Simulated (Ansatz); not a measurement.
## CdF2: changing the pressure

The cell as given:

Symmetry: Fm-3m, No. 225, cubic system. Conventional cell: a = 5.388 Å, b = 5.388 Å, c = 5.388 Å, α = 90.00°, β = 90.00°, γ = 90.00°. Around Cd (site symmetry m-3m) lie 8 F at 2.33 Å. F (site symmetry -43m) is surrounded by 4 Cd at 2.33 Å.

Kept alike: task relaxation of cell and atoms; functional PBEsol; k mesh 9 × 9 × 9; occupations fermi-dirac, width 0.05 eV; no spin polarisation. Program: Ansatz, Ansatz PAW, cutoff 420 eV. The mesh is that of the run's cell of 3 atoms. No spin-orbit coupling.

```tsv
pressure, P (GPa)	volume (Å³/atom)
0	13.007
2	12.778
5	?
10	12.045
20	11.379
```

The relaxations keep at least the cell's symmetry (Fm-3m). Runs of this series that gave no sound value for these columns are left out. The runs follow the start's structure, whether or not it is the stable one at these pressures. Ansatz's relaxations hold a Pulay term in the stress (up to 0.8 GPa here). All rows use potentials made for PBE.

Q: Fit the rows shown and predict the run at 5 GPa.

A: Murnaghan's form V = V0 (1 + B′P/B0)^(-1/B′) through the rows shown has V0 = 13.0065, B0 = 108.7 GPa and B′ = 4.55 (largest miss 0.0007); at P = 5 it gives 12.474 Å³/atom. The run gave: volume 12.474 Å³/atom.
